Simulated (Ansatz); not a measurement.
Ta: opening a crack plane

Ta, Fm-3m, a = 4.208 Å. This isn't the element's structure at ambient conditions. Ansatz: r2SCAN, PAW, 500 eV, Γ-centred 20×20×7 mesh on 4 atoms, Gaussian smearing 0.15 eV; no spin polarisation. One cut on (001) per cell of 4 atoms is opened rigidly by x, between planes of Ta and Ta that stand 2.10 Å apart; y is the energy per area (8.853 Å², 1 eV/Å² = 16.02 J/m²).

| x (Å) | y (J/m²) |
| --- | --- |
| 0.00 | 0.000 |
| 0.25 | 0.192 |
| 0.50 | 0.683 |
| 1.00 | 2.128 |
| 1.50 | 3.417 |
| 2.00 | ? |
| 3.00 | 5.036 |
| 4.50 | 5.261 |
| 6.00 | 5.286 |

Fit the universal binding curve y = W[1 − (1 + x/l) e^(−x/l)] to the other rows, give the peak stress, and predict the missing value.

Least squares gives W = 5.36 J/m² and l = 0.715 Å. The stress dy/dx peaks at x = l with W/(e l) = 27.6 GPa, for rigid faces. At x = 2.00: x/l = 2.797, y = 4.119 J/m². The run gave 4.281 J/m², so the fit is 0.162 J/m² too low, within twice the rms miss on the fitted rows (0.087 J/m²).

Spin–orbit coupling is left out, which can shift energies with elements as heavy as these.

Cost: 10 runs of about 26 core-minutes in all, on Intel Xeon Processor @ 2.50GHz (Skylake/Cascade Lake) (shared hosts).